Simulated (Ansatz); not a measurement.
The start is a generated cell, TiC built in the FeB structure type. The cell and all atomic positions are relaxed at zero pressure with r2SCAN (plane waves to 500 eV, PAW, scalar-relativistic; Ansatz, a quantum-chemistry and plane-wave program). The first steps use a coarse 4×7×5 k-mesh.

Input geometry:
```
CELL_PARAMETERS angstrom
      5.92095     0.00000     0.00000
      0.00000     3.17447     0.00000
      0.00000     0.00000     4.36705
ATOMIC_POSITIONS crystal
  Ti 0.18000 0.25000 0.12500
  Ti 0.32000 0.75000 0.62500
  Ti 0.82000 0.75000 0.87500
  Ti 0.68000 0.25000 0.37500
  C  0.03600 0.25000 0.61000
  C  0.46400 0.75000 0.11000
  C  0.96400 0.75000 0.39000
  C  0.53600 0.25000 0.89000
```

How large is the pressure on the unrelaxed cell, and of which sign?

-19 GPa (negative: the cell is under tension).

What symmetry does the relaxed structure have?

The space group goes from Pnma (No. 62) to Fm-3m (No. 225); the end is rock salt type, with 2 atoms in the primitive cell.

How much energy is released per atom?

0.72 eV/atom.

How does the volume per atom move from start to end?

-1.2 %, from 10.26 to 10.14 Å³/atom.

What does it relax into? Give the structure.


Space group Fm-3m (No. 225); a = b = c = 4.328 Å, α = β = γ = 90.00°

```
atom  site  symmetry       x       y       z
----  ----  --------  ------  ------  ------
Ti      4a      m-3m  0.0000  0.0000  0.0000
C       4b      m-3m  0.5000  0.5000  0.5000
```
(The calculation used a cell of 2 atoms; values per cell refer to that cell.)

Final values are on a 18×18×18 k-mesh of the relaxed cell. No spin polarisation in the result.

The run could not lose the symmetry of its start; a randomly shaken copy of 4 atoms returns to this structure.
